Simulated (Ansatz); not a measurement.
Values for one crystal, relaxed and computed with DFT-LDA in the program Ansatz with PAW potentials; other levels are named.

| Quantity | Value |
|---|---|
| Volume per atom | 15.19 Å³ |
| Electronic character | metallic (no gap) |
| Bulk modulus (Birch–Murnaghan fit) | 1110 kbar |
| Zone-centre stability | no imaginary mode at Γ |
| Young's modulus | 161 GPa |
| Elastic constants (relaxed ions, GPa) | C11 = 185, C12 = 74.5, C44 = 70.4 |
| Hill bulk and shear moduli | 111 and 63.9 GPa |

Q: Which of these materials gives this?
A. BiPd, NiAs type
B. CuAu, L1₀ or tetragonal B2
C. Al2Cu, fluorite or antifluorite type
D. CuPt, R-3m (Cu on 3a, Pt on 3b)

A: C, Al2Cu, fluorite or antifluorite type

Space group Fm-3m (fluorite or antifluorite type). The workflow started from a Materials Project entry (that database holds measured and hypothetical structures alike); the Crystallography Open Database copy checked does not list it. It is not the phase usual at ambient conditions (space group No. 140). The LDA relaxation kept the symmetry of its start. No spin polarisation was allowed. As this level gives no gap, shear constants depend on the k-mesh and smearing (Fermi–Dirac, 0.1 eV here).

Potentials: the later of the program's two PAW sets.
